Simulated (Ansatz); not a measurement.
Question: Zr (hcp (Mg type), P6_3/mmc) is relaxed with DFT-LDA in the program Ansatz with PAW potentials. What lattice parameters of the conventional cell result?

Answer: a = 3.143 Å, c = 5.092 Å.

Its a lies over 2 % below tabulated measurements.

The cell was relaxed with LDA under the symmetry of its start. The run is not spin-polarised. Axis ratios of metals converge slowly with the k-mesh, so a and c are less sure than the volume.

Potentials: the later of the program's two PAW sets.
